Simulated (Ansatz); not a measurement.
Au (hcp (Mg type), P6_3/mmc) under volume change, the program Ansatz at the r²SCAN level (PAW), shape and atoms relaxed at each volume.

| V (Å³/atom) | E − E(relaxed) (meV/atom) | P (GPa) |
|---|---|---|
| 16.006 | 82.4 | 18.64 |
| 16.534 | 33.9 | 11.08 |
| 17.062 | 7.9 | 4.95 |
| 17.589 | 0.0 | 0.00 |
| 18.117 | 6.9 | -4.04 |
| 18.645 | 25.8 | -7.31 |
| 19.172 | 54.4 | -9.94 |

### Question
What does a third-order Birch–Murnaghan fit give for V₀, B₀ and B′?

### Answer
V₀ = 17.59 Å³/atom, B₀ = 149 GPa, B′ = 6.0.

The workflow started from an entry of the Crystallography Open Database (COD), which files this formula under 2 space groups. It is not the phase usual at ambient conditions (space group No. 225). The cell was relaxed with r²SCAN under the symmetry of its start; whether a distortion lowers the energy is not shown. Scalar-relativistic: spin–orbit coupling is off unless named, which matters more the heavier the elements.

Potentials: the later of the program's two PAW sets.
